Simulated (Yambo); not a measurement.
Yambo run on WO3 (space group P6/mmm, No. 191). The wavefunctions come from this Quantum ESPRESSO step (PBEsol, PseudoDojo standard norm-conserving files, scalar-relativistic):

```
&CONTROL
  calculation = 'nscf'
  pseudo_dir = './pseudo'
  outdir = './out'
/
&SYSTEM
  ibrav = 0
  nat = 12
  ntyp = 2
  ecutwfc = 84.0
  ecutrho = 336.0
  occupations = 'fixed'
  force_symmorphic = .true.
  nbnd = 212
/
&ELECTRONS
  conv_thr = 1.2000000000000002e-08
  diago_full_acc = .true.
  diago_thr_init = 1e-08
/
ATOMIC_SPECIES
O 15.9990 O.upf
W 183.8400 W.upf
CELL_PARAMETERS angstrom
  7.402939956000   0.000000000000   0.000000000000
 -3.701469978000   6.411134064000   0.000000000000
  0.000000000000   0.000000000000   3.806390000000
ATOMIC_POSITIONS crystal
O   0.214230000000   0.428460000000   0.000000000000
O   0.785770000000   0.571540000000   0.000000000000
O   0.785770000000   0.214230000000   0.000000000000
O   0.214230000000   0.785770000000   0.000000000000
O   0.571540000000   0.785770000000   0.000000000000
O   0.428460000000   0.214230000000   0.000000000000
O   0.000000000000   0.500000000000   0.500000000000
O   0.500000000000   0.000000000000   0.500000000000
O   0.500000000000   0.500000000000   0.500000000000
W   0.500000000000   0.500000000000   0.000000000000
W   0.000000000000   0.500000000000   0.000000000000
W   0.500000000000   0.000000000000   0.000000000000
K_POINTS automatic
3 3 4 0 0 0
```

Yambo input:

```
rim_cut
gw0
dyson
el_el_corr
HF_and_locXC
ppa
em1d
RandQpts= 1000000
RandGvec= 1 Ry
EXXRLvcs= 84 Ry
VXCRLvcs= 336 Ry
Chimod= "HARTREE"
% BndsRnXp
 4 | 210 |
%
NGsBlkXp= 6 Ry
% LongDrXp
 1.0 | 1.0 | 1.0 |
%
PPAPntXp= 27.2114 eV
% GbndRnge
 1 | 210 |
%
GTermKind= "BG"
DysSolver= "n"
ExtendOut
% QPkrange
 1 | 1 | 48 | 49 |
 3 | 3 | 48 | 49 |
 4 | 4 | 48 | 49 |
 7 | 7 | 48 | 49 |
 9 | 9 | 48 | 49 |
%
```

k points by index: 1 = Γ, 3 = A, 4 = (0, 0.333, 0), 7 = K, 9 = H.

The o-*.qp file then holds:

```
#    K-point    Band    Eo [eV]    E [eV]    E-Eo [eV]    Vxc [eV]    Vnlxc [eV]    Sc|Eo [eV]    Sc|E [eV]    dSc/dw|Eo [eV]    Re(Z)    Im(Z)
#
    1    48    -1.026347    -1.166240    -0.139893    -20.21388    -25.11303    4.714491    4.759257    -8.697188    0.757792    -0.001769
    1    49    0.624437    1.538253    0.913816    -16.41798    -11.57741    -3.711934    -3.926757    -6.396287    0.809676    -0.001220
    3    48    0.000000    -0.048149    -0.048149    -20.31216    -25.33552    4.959024    4.975209    -9.116999    0.749036    -0.001666
    3    49    2.526893    3.573066    1.046173    -18.48081    -13.67529    -3.476898    -3.759346    -7.345064    0.787439    -0.002531
    4    48    -0.816864    -0.924230    -0.107366    -19.70575    -24.59722    4.748224    4.784102    -9.077941    0.749841    -0.001874
    4    49    0.689070    1.624442    0.935373    -16.50524    -11.61306    -3.736806    -3.956810    -6.399559    0.809597    -0.001216
    7    48    -0.588147    -0.665598    -0.077451    -19.95283    -24.91432    4.858008    4.884041    -9.125960    0.748850    -0.001809
    7    49    1.740682    2.668106    0.927423    -17.68787    -13.30297    -3.216490    -3.457478    -7.070006    0.793763    -0.001484
    9    48    -0.221185    -0.295271    -0.074086    -20.05936    -25.10988    4.951512    4.976436    -9.134298    0.748679    -0.001697
    9    49    2.548994    3.550713    1.001719    -17.79965    -12.88419    -3.648845    -3.913740    -7.194885    0.790882    -0.001534
```
(The two width columns are left out.) Convergence of these settings isn't established.

Spin-orbit coupling is not included.

Geometry of the Materials Project entry, not relaxed at this level.
